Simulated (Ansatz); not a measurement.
Suppose Li2BeS2 takes space group P3m1 (No. 156), with Li on 1a and 1b; Be on 1b; S on 1a and 1b. The cell of Li2BeS2 is invented: close-packed anion layers stacked AB, with sites between them filled layer by layer (elements of the layers in order: S S).

The calculation used DFT PBE, scalar-relativistic, plane waves, PAW (Ansatz). Cutoff 420 eV, Γ-centred mesh, Gaussian smearing, no spin polarisation.

The zero of energy is the elements' standard structures at the same level; no fitted shifts are applied.

Problem. Which cell and coordinates does it relax to?

Solution.

Space group P3m1 (No. 156). a = 3.753 Å, b = 3.753 Å, c = 6.757 Å, α = 90.00°, β = 90.00°, γ = 120.00°
```
atom  site  symmetry       x       y       z
  Li    1a       3m.  0.0000  0.0000  0.4080
  Li    1b       3m.  0.3333  0.6667  0.8050
  Be    1b       3m.  0.3333  0.6667  0.1747
   S    1a       3m.  0.0000  0.0000  0.0406
   S    1b       3m.  0.3333  0.6667  0.4686
```

Li on its first site has 3 S at 2.21 Å, 1 S at 2.48 Å and 3 Be at 2.68 Å; Li on its second site has 1 S at 2.27 Å, 1 Be at 2.50 Å and 3 S at 2.69 Å; Be has 1 S at 1.99 Å, 3 S at 2.35 Å, 1 Li at 2.50 Å and 3 Li at 2.68 Å; S on its first site has 3 Be at 2.35 Å, 1 Li at 2.48 Å and 3 Li at 2.69 Å; 1 more site not described. Another local minimum with the same sites may exist.

Problem. And its energy and gap?

Solution. The formation energy is −1.027 eV/atom. The gap on the 6×6×4 mesh of the 5-atom cell is 2.76 eV. A negative formation energy is needed for stability but isn't enough: competing phases decide.

The last run used Gaussian smearing of 0.02 eV. Kohn–Sham gaps at this level usually fall short of measured ones. The reference form of S is held partly by dispersion forces, which this level lacks. A later test with randomly moved atoms led to a structure 104 meV/atom lower, so this end is a saddle point or a shallow minimum.
